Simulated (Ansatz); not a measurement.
Relaxed-ion elastic tensor of Zr2TlC in space group P6_3/mmc (No. 194; Zr on 4f, Tl on 2c, C on 2a) in GPa (Voigt order), r²SCAN (plane waves, PAW; program Ansatz); density 8.92 g/cm³, 18.55 Å³ per atom.

```tsv
	1	2	3	4	5	6
1	261	69.2	60.5	0.0	0.0	0.0
2	69.2	261	60.5	0.0	0.0	0.0
3	60.5	60.5	224	0.0	0.0	0.0
4	0.0	0.0	0.0	67.2	0.0	0.0
5	0.0	0.0	0.0	0.0	67.2	0.0
6	0.0	0.0	0.0	0.0	0.0	96.0
```

Task: Is the crystal mechanically stable?

Result: Yes: the smallest eigenvalue of C is 67.2 GPa.

Task: Work out the Voigt, Reuss and Hill averages.

Result: K_V = 125, K_R = 124, K_H = 125; G_V = 83.2, G_R = 80.9, G_H = 82.0 GPa.

Task: Give Young's modulus, Poisson's ratio, Pugh's ratio and the universal anisotropy index.

Result: E = 9KG/(3K + G) = 202 GPa; ν = 0.23; K/G = 1.52 (brittle by the Pugh limit of 1.75); A_U = 5G_V/G_R + K_V/K_R − 6 = 0.15.

Task: Estimate the sound speeds and the Debye temperature.

Result: v_l = √((K + 4G/3)/ρ) = 5120 m/s, v_t = √(G/ρ) = 3030 m/s, mean 3360 m/s; Θ = (h/k)(3n/4πV)^(1/3) v_m = 378 K.

Task: Solve the Christoffel equation for the three sound speeds along x, y, z.

Result: Eigenvalues of C_ijkl n_j n_l equal ρv². In km/s, slowest first: x 2.75, 3.28, 5.41; y 2.75, 3.28, 5.41; z 2.75, 2.75, 5.01.

Task: How much does each axis shrink under pressure?

Result: Linear compressibilities β_i = Σ_j S_ij (j = 1 to 3): x 2.5, y 2.5, z 3.1 per TPa.

The first step of the workflow began from a Materials Project structure, measured or hypothetical; the Crystallography Open Database copy checked does not list it. Whether it is the stable phase at ambient conditions was not checked. The cell was relaxed with r²SCAN under the symmetry of its start; its stability against distortions is not shown here. No spin polarisation was allowed. As this level gives no gap, shear constants depend on the k-mesh and smearing (Fermi–Dirac, 0.1 eV here). Spin–orbit coupling is left out wherever it is not named.

Potentials: the earlier of the program's two PAW sets. The files were generated under PBE; for other functionals the program regenerates the frozen cores, and for LDA and PBEsol the local potential too.
